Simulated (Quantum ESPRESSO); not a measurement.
# Where does Ge sit best among Ga sites?

The results below are calculated, not measured. They come from pw.x of Quantum ESPRESSO 7.5, a plane-wave density functional program, with PseudoDojo standard norm-conserving files (v0.5 for PBE, v0.4.1 for LDA and PBEsol). The cells are made up: elements, strain and atom displacements were drawn at random, and nothing was relaxed. There is no spin polarisation, spin-orbit coupling or dispersion term.

The cell has 8 sites of a wurtzite lattice (rectangular cell). Sites 1 to 4 hold X X X X; sites 5 to 8 hold N N N N. Cell vectors in Å: (3.518, 0.023, -0.052); (0.040, 6.174, -0.022); (-0.084, -0.021, 5.786). Settings: PBE, cutoff 1143 eV, 7 x 6 x 6 k mesh shifted by half a step, Fermi-Dirac smearing of 0.1 eV.

In each run one of the sites marked X holds Ge and the others hold Ga; cell and positions stay the same. E is the free energy of the cell.

| site of the guest | first shell | mean distance (Å) | E above the lowest (eV) | P (GPa) | force on the guest (eV/Å) |
| --- | --- | --- | --- | --- | --- |
| 1 | N4 | 2.177 | 0.000 | -21.26 | 0.370 |
| 2 | N4 | 2.163 | 0.038 | -21.17 | 0.381 |
| 3 | N4 | 2.181 | 0.015 | -21.22 | 0.253 |
| 4 | N4 | 2.158 | 0.016 | -21.26 | 0.502 |

A rerun of one of these cells at 1437 eV and k mesh 9 x 8 x 8 moved values by no more than 0.002 eV in the cell's energy, 0.02 GPa in stress and 0.008 eV/Å in force.

## Reading the table

Site 1 is lowest, by 0.015 eV, over three times the rerun's bound. A straight line of energy against the mean distance has a slope of -0.8 ± 0.9 eV/Å, so these few sites cannot settle whether the distance sets the order. The positions are random and not relaxed, so the differences hold for this frozen cell and are not site preferences of a real crystal.